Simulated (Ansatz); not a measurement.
Si₂W in space group P6_222 (No. 180; Si on 6j, W on 3d) under volume change, plane-wave PAW PBEsol (Ansatz code), shape and atoms relaxed at each volume.

```tsv
V (Å³/atom)	E − E(relaxed) (meV/atom)	P (GPa)
12.112	93.5	27.19
12.511	39.2	16.63
12.910	9.3	7.64
13.310	0.0	-0.01
13.709	8.3	-6.51
14.108	31.6	-12.02
14.507	67.5	-16.68
```

Task: What does a third-order Birch–Murnaghan fit give for V₀, B₀ and B′?

Result: V₀ = 13.31 Å³/atom, B₀ = 234 GPa, B′ = 4.4.

The workflow started from a Materials Project entry (that database holds measured and hypothetical structures alike); the Crystallography Open Database copy checked does not list it. It is not the phase usual at ambient conditions (space group No. 139). Symmetry was held in the PBEsol relaxation; of distortions, only those at the zone centre were tested. The run is not spin-polarised. Spin–orbit coupling is left out wherever it is not named.

Potentials: the earlier of the program's two PAW sets.
